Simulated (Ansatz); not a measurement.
## Ba2Fe2Se2OF2

```
CELL_PARAMETERS angstrom
-2.09730 2.09730 9.76100
2.09730 -2.09730 9.76100
2.09730 2.09730 -9.76100
ATOMIC_POSITIONS crystal
Ba 0.66943 0.66943 0.00000
Ba 0.33058 0.33058 0.00000
Fe 0.00000 0.50000 0.50000
Fe 0.50000 0.00000 0.50000
Se 0.08982 0.08982 0.00000
Se 0.91018 0.91018 0.00000
O 0.50000 0.50000 0.00000
F 0.25000 0.75000 0.50000
F 0.75000 0.25000 0.50000
```

Atoms are numbered in the order listed.

The conventional cell has a = 4.195 Å, b = 4.195 Å, c = 19.522 Å, α = 90.00°, β = 90.00°, γ = 90.00°. Ba (atom 1) has 4 F at 2.62 Å as nearest neighbours. Fe (atom 3) is surrounded by 2 O at 2.10 Å. Se (atom 5) is surrounded by 4 Fe at 2.73 Å. O (atom 7) is surrounded by 4 Fe at 2.10 Å. F (atom 8) is surrounded by 4 Ba at 2.62 Å and 4 F at 2.97 Å.

The cell comes from COD entry 4107933, which wasn't checked; take it as a given geometry.

Semilocal functionals without U often leave such compounds metallic or with too small a gap, and the real magnetic order may differ.

The magnetic state is the one reached from the start moments; no search over orders was made, so it needn't be the ground state.

Spin–orbit coupling is left out, though it moves levels of the heavy atoms by tenths of an eV or more.

Levels of theory: DFT, LDA, all-electron LAPW, scalar-relativistic (Ansatz 0.2.0); DFT, LDA, PAW with Ansatz's default frozen-core files, scalar-relativistic (Ansatz 0.2.0); DFT, LDA, all-electron PAW with datasets made for the crystal, scalar-relativistic (Ansatz 0.2.0).

For LAPW: a Γ-centred 10×10×10 k mesh, Fermi–Dirac smearing of 0.03 eV, basis error target 1 meV/atom, spin-polarised from start moments Fe3 3, Fe4 3 μB. PAW takes a cutoff of 420 eV at this cell (files made with PBE, cores remade for this functional). The crystal-made all-electron datasets (AE datasets) take a cutoff of 380 eV at this cell. The Ansatz runs share mesh, smearing and spin set-up. Values come from LAPW unless marked.

```json
{
 "Löwdin charges (with 0.88 e of the cell spilling out of the atomic basis, so their sizes and signs hang on that basis)": "Ba1 1.70, Fe3 0.95, Se5 -0.95, O7 -1.00, F8 -0.76 e",
 "Band gap": "none at this level of theory (metallic, semimetallic, or a small gap that the functional closes)",
 "Largest force": "0.435 eV/Å on Se6",
 "Moments in the spheres": "Ba1 0.01, Fe3 3.39, Se5 0.18, O7 0.32, F8 0.00 μB",
 "Density of states at the Fermi level (0.2 eV bin)": "4.07 states/eV per cell",
 "Contact hyperfine fields (crystal-made datasets)": "Ba1 7.2, Fe3 -19.3, Se5 25.9, O7 15.3, F8 0.2 T, core polarisation included, positive along the moment of the spin-up electrons",
 "Stress xx, yy, zz (compression positive)": "-7.22, -7.22, -4.99 GPa",
 "Pressure at this cell": "-6.48 GPa",
 "Volume per atom": "19.08 Å³"
}
```

**Question.** Predict this quantity. Bader charges (from the PAW run).

**Answer.** Ba1 +1.52, Fe3 +0.97, Se5 -1.03, O7 -1.24, F8 -0.83 e.

**Question.** Moment of the cell: what does the calculation give?

**Answer.** 7.99 μB.
